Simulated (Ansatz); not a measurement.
An Ansatz (a quantum-chemistry and plane-wave program) run. Input:

Ansatz 0.2 input:
```yaml
crystal:
  lattice:
    - [6.9946660038, 0.0, 0.0]
    - [0.0, 6.9946660038, 0.0]
    - [0.0, 0.0, 3.6679325737]
  atoms:
    - { symbol: Hf, position: [0.6730931152, 0.8269068848, 0.5] }
    - { symbol: Hf, position: [0.3269068848, 0.1730931152, 0.5] }
    - { symbol: Hf, position: [0.1730931152, 0.6730931152, 0.5] }
    - { symbol: Hf, position: [0.8269068848, 0.3269068848, 0.5] }
    - { symbol: Hf, position: [0.5, 0.5, 0.0] }
    - { symbol: Hf, position: [0.0, 0.0, 0.0] }
    - { symbol: Si, position: [0.6237035854, 0.1237035854, 0.0] }
    - { symbol: Si, position: [0.3762964146, 0.8762964146, 0.0] }
    - { symbol: Si, position: [0.8762964146, 0.6237035854, 0.0] }
    - { symbol: Si, position: [0.1237035854, 0.3762964146, 0.0] }
kpoints:
  mp_grid: { grid: [5, 5, 8] }
  band_path:
    path:
      - [[0.0, 0.0, 0.0], [0.0, 0.5, 0.0], [0.5, 0.5, 0.0], [0.0, 0.0, 0.0], [0.0, 0.0, 0.5], [0.0, 0.5, 0.5], [0.5, 0.5, 0.5], [0.0, 0.0, 0.5]]  # Γ-X-M-Γ-Z-R-A-Z
      - [[0.0, 0.5, 0.0], [0.0, 0.5, 0.5]]  # X-R
      - [[0.5, 0.5, 0.0], [0.5, 0.5, 0.5]]  # M-A
    npoints: 8
hamiltonian:
  xc: r2scan
  pseudopotentials: { kind: paw }
magnetization: { noncollinear: true, spin_orbit: true }
scf:
  n_extra_bands: 20
  convergence: { dr2_threshold: 0.0000000001 }
  occupations: { method: gaussian, width: 0.05 }
output: { eigenvalues: true }
```

Output (shortened):

```
Pseudopotentials: kind: paw_fr
Pseudopotential: Hf, paw_fr, valence charge 26
Pseudopotential: Si, paw_fr, valence charge 4
Functional definition: r2SCAN
non-collinear run that drives no moment, with spin-orbit …
Crystal: 10 atoms, lattice volume = 179.455 Å³
Basis set: ecut = 500 eV, 4561 PW (Γ), exchange–correlation on 216×216×108 points (64 copies of the dense FFT grid, shifted against one another)
Bands: 192, of which v1, the nominal top of the filled ones, is band 172 counted from 1 (171 counted from 0)
Symmetry: 16 space group operations + 16 with time reversal
k-points: 30 of 200
Projection manifold: j_resolved (fully-relativistic pseudo-atomic orbitals)
PAW frozen core: Hf, regenerated for the run's functional
PAW frozen core: Si, regenerated for the run's functional
Initial density: superposition of atomic densities (chi_scale 0.1, normalization cell, long waves kept (reshape's long-wave potential 0.00 eV rms))
Initial wavefunctions: pseudopotential atomic-orbital guess
Eigensolver: davidson
Functional: x = r2scan, c = r2scan; τ floored in thin density (d = 2e-4 eV/Å³)
all-band conjugate gradients solve this SCF's bands
spin=Noncollinear: Kerker preconditioning applied to the charge; magnetization (m_x, m_y, m_z) channels mix plain (no charge-response kernel on spin).
SCF 1 converged in 13 iterations: F = -96809.152598 eV  dr2 = 3.50e-11
SCF converged after 13 iterations
Magnetization: |M| = 0.0000 μB,  M = (+0.0000, +0.0000, +0.0000) μB
Absolute magnetization: 0.0000 μB (∫|m|)
  site 0: m = (+0.0000, +0.0000, +0.0000) μB, |m| = 0.0000 μB  (R = 1.12 Å)
  site 1: m = (+0.0000, +0.0000, +0.0000) μB, |m| = 0.0000 μB  (R = 1.12 Å)
  site 2: m = (+0.0000, +0.0000, +0.0000) μB, |m| = 0.0000 μB  (R = 1.12 Å)
  site 3: m = (+0.0000, +0.0000, +0.0000) μB, |m| = 0.0000 μB  (R = 1.12 Å)
  site 4: m = (+0.0000, +0.0000, +0.0000) μB, |m| = 0.0000 μB  (R = 1.14 Å)
  site 5: m = (+0.0000, +0.0000, +0.0000) μB, |m| = 0.0000 μB  (R = 1.14 Å)
  site 6: m = (+0.0000, +0.0000, +0.0000) μB, |m| = 0.0000 μB  (R = 1.01 Å)
  site 7: m = (+0.0000, +0.0000, +0.0000) μB, |m| = 0.0000 μB  (R = 1.01 Å)
  site 8: m = (+0.0000, +0.0000, +0.0000) μB, |m| = 0.0000 μB  (R = 1.01 Å)
  site 9: m = (+0.0000, +0.0000, +0.0000) μB, |m| = 0.0000 μB  (R = 1.01 Å)
Free energy (F): -96809.152598 eV
Harris-Foulkes:  -96809.152598 eV  (|F-HF|=0.00e0)
Internal energy: -96809.144006 eV  (E = F + TS)
E sigma→0 (E₀):  -96809.148302 eV
Entropy (-TS):   -0.008592 eV (-0.859 meV/atom)
Fermi energy:    17.891387 eV
--- Per-component energies (eV) ---
  E_band       = 60.981870
  E_kinetic    = 2716.480115
  E_local      = -33724.270978  (includes V_loc(G=0)·N_el)
  E_nonlocal   = -7402.556813
  E_hartree    = 15908.889944
  E_xc         = -1910.729927
  E_vxc        = -1967.878924  (∫ρ·V_xc dr)
  E_paw        = -43632.487518  (= ΣΔE_a)
  E_vpaw       = 8526.743949  (= ΣTr[D̂ρ^β])
  E_aug_tail   = 0.000010  (compensation charges beyond the density's cutoff)
  E_vtau       = 94.684380  (kinetic-family band-sum trace: ∫τ·v_τ [+ j·A + Jᵃ·Aᵃ] dr)
  E_ewald      = -28766.066787
  E_core_change = 1.597947  (= ΣΔE_core)
  E_smearing   = -0.008592  (= −TS)
  E_closure    = 0.000000  (closes the sum)
  Σ components = -96809.152598   (vs F -96809.152598, Δ=0.00e0)
--- Band table (eV; the first three rows and the last of 30) ---
  k-point 0: bands = ["-45.3052", "-45.3052", "-45.2944", "-45.2944", "-45.2934", "-45.2934", "-45.2934", "-45.2934", "-45.0838", "-45.0838", "-45.0794", "-45.0794", "-18.9975", "-18.9975", "-18.9914", "-18.9914", "-18.9908", "-18.9908", "-18.9882", …
  k-point 1: bands = ["-45.3040", "-45.3040", "-45.2939", "-45.2939", "-45.2929", "-45.2929", "-45.2929", "-45.2929", "-45.0834", "-45.0834", "-45.0796", "-45.0796", "-18.9949", "-18.9949", "-18.9939", "-18.9939", "-18.9929", "-18.9929", "-18.9912", …
  k-point 2: bands = ["-45.3013", "-45.3013", "-45.2928", "-45.2928", "-45.2918", "-45.2918", "-45.2918", "-45.2918", "-45.0824", "-45.0824", "-45.0802", "-45.0802", "-18.9999", "-18.9999", "-18.9983", "-18.9983", "-18.9981", "-18.9981", "-18.9876", …
  k-point 29: bands = ["-45.2947", "-45.2947", "-45.2941", "-45.2941", "-45.2902", "-45.2902", "-45.2900", "-45.2900", "-45.0809", "-45.0809", "-45.0809", "-45.0809", "-19.0079", "-19.0079", "-19.0066", "-19.0066", "-18.9930", "-18.9930", "-18.9895", …
  band table: 192 of 192 bands, residual norms ≤ 1.0e-3 eV
```

Cost: roughly 24 core-minutes on shared cores.

Space group P4/mbm. The workflow started from a Materials Project entry (that database holds measured and hypothetical structures alike); the Crystallography Open Database copy checked does not list it. Its standing as an ambient phase is unchecked. The r²SCAN relaxation kept the symmetry of its start; whether a distortion lowers the energy is not shown. No spin polarisation was allowed.

Potentials: the later of the program's two PAW sets.

Ansatz is a plane-wave DFT program.
